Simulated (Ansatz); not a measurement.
WC:
```cif
data_CW
_chemical_formula_sum 'W1 C1'
_space_group_name_H-M_alt 'P-6m2'
_space_group_IT_number 187
_space_group_name_Hall 'P -6 2'
_cell_length_a 2.88399
_cell_length_b 2.88399
_cell_length_c 2.81218
_cell_angle_alpha 90.000
_cell_angle_beta 90.000
_cell_angle_gamma 120.000
loop_
_atom_site_label
_atom_site_type_symbol
_atom_site_symmetry_multiplicity
_atom_site_Wyckoff_symbol
_atom_site_fract_x
_atom_site_fract_y
_atom_site_fract_z
_atom_site_occupancy
W1 W 1 a 0.00000 0.00000 0.00000 1
C1 C 1 f 0.66667 0.33333 0.50000 1
```

Relaxed with LDA.

**Question.** Decompose the optical modes at the zone centre into irreducible representations, and say which are infrared and Raman allowed.

**Answer.** Point group -6m2: Γ_opt = A2'' + E'. Infrared: A2'', E'. Raman: E'.

**Question.** Assign frequencies (DFPT, DFT-LDA in the program Ansatz with PAW potentials).

**Answer.** A2'' 602, E' 630 cm⁻¹.

Symmetry was held in the LDA relaxation; of distortions, only those at the zone centre were tested. The run is not spin-polarised. As this level gives no gap, phonon frequencies hold no LO–TO term and depend on the k-mesh and smearing (Fermi–Dirac, 0.1 eV here). Spin–orbit coupling is left out wherever it is not named.

Potentials: the earlier of the program's two PAW sets.
